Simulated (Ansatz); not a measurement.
Relaxed-ion elastic tensor of NbSi2 in space group P6_222 (No. 180; Nb on 3d, Si on 6j) in GPa (Voigt order), plane-wave PAW LDA (Ansatz code); density 5.83 g/cm³, 14.15 Å³ per atom.

|  | 1 | 2 | 3 | 4 | 5 | 6 |
|---|---|---|---|---|---|---|
| 1 | 382 | 76.7 | 88.6 | 0.0 | 0.0 | 0.0 |
| 2 | 76.7 | 382 | 88.6 | 0.0 | 0.0 | 0.0 |
| 3 | 88.6 | 88.6 | 472 | 0.0 | 0.0 | 0.0 |
| 4 | 0.0 | 0.0 | 0.0 | 142 | 0.0 | 0.0 |
| 5 | 0.0 | 0.0 | 0.0 | 0.0 | 142 | 0.0 |
| 6 | 0.0 | 0.0 | 0.0 | 0.0 | 0.0 | 153 |

Task: Is the crystal mechanically stable?

Result: Yes: the smallest eigenvalue of C is 142 GPa.

Task: Work out the Voigt, Reuss and Hill averages.

Result: K_V = 194, K_R = 192, K_H = 193; G_V = 153, G_R = 152, G_H = 152 GPa.

Task: Give Young's modulus, Poisson's ratio, Pugh's ratio and the universal anisotropy index.

Result: E = 9KG/(3K + G) = 361 GPa; ν = 0.19; K/G = 1.27 (brittle by the Pugh limit of 1.75); A_U = 5G_V/G_R + K_V/K_R − 6 = 0.05.

Task: Estimate the sound speeds and the Debye temperature.

Result: v_l = √((K + 4G/3)/ρ) = 8240 m/s, v_t = √(G/ρ) = 5110 m/s, mean 5630 m/s; Θ = (h/k)(3n/4πV)^(1/3) v_m = 693 K.

Task: Solve the Christoffel equation for the three sound speeds along x, y, z.

Result: Eigenvalues of C_ijkl n_j n_l equal ρv². In km/s, slowest first: x 4.93, 5.12, 8.10; y 4.93, 5.12, 8.10; z 4.93, 4.93, 9.00.

Task: How much does each axis shrink under pressure?

Result: Linear compressibilities β_i = Σ_j S_ij (j = 1 to 3): x 1.9, y 1.9, z 1.4 per TPa.

Symmetry was held in the LDA relaxation. No spin polarisation was allowed. As this level gives no gap, shear constants depend on the k-mesh and smearing (Fermi–Dirac, 0.1 eV here).

Potentials: the later of the program's two PAW sets.
